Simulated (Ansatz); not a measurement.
Kick test of a cell of Ti2W3

The cell was found from a structure generator's guess, not taken from experiment.

These are results of DFT PBE, scalar-relativistic, plane waves, PAW (Ansatz), not measurements. Settings: cutoff 420 eV, Γ-centred mesh 14×14×14 on the computed 5-atom cell, Gaussian smearing of 0.10 eV; no spin polarisation.

The cell below (5 atoms, space group Fmmm (No. 69)) is relaxed within its symmetry.

```yaml
crystal:
  lattice:
    - [0.00000, 2.26864, 11.22389]
    - [1.58855, 0.00000, 11.22389]
    - [1.58855, 2.26864, 0.00000]
  atoms:
    - { symbol: Ti, position: [0.90016, 0.90016, 0.09984] }
    - { symbol: Ti, position: [0.09984, 0.09984, 0.90016] }
    - { symbol: W, position: [0.70077, 0.70077, 0.29923] }
    - { symbol: W, position: [0.29923, 0.29923, 0.70077] }
    - { symbol: W, position: [0.50000, 0.50000, 0.50000] }
```

For the test a repeat of it with 10 atoms (edges 2.77, 5.28, 11.34 Å) was strained at random (σ = 1.5 % a component), the atoms were moved at random (σ = 0.15 Å), and all was relaxed again on a coarse 8×4×2 mesh (in the run’s order of axes) with 0.20 eV smearing, with no symmetry imposed.

Spin–orbit coupling, which can matter for W, is left out.

Q: What happens?

A: It returns, within 1 meV/atom of the unmoved cell on that mesh and with the same symmetry when read at 0.1 Å (C2/m at 0.01 Å, so small strains and shifts remain). No instability shows in this cell; modes of other wave vectors, which need another repeat, aren't tested.
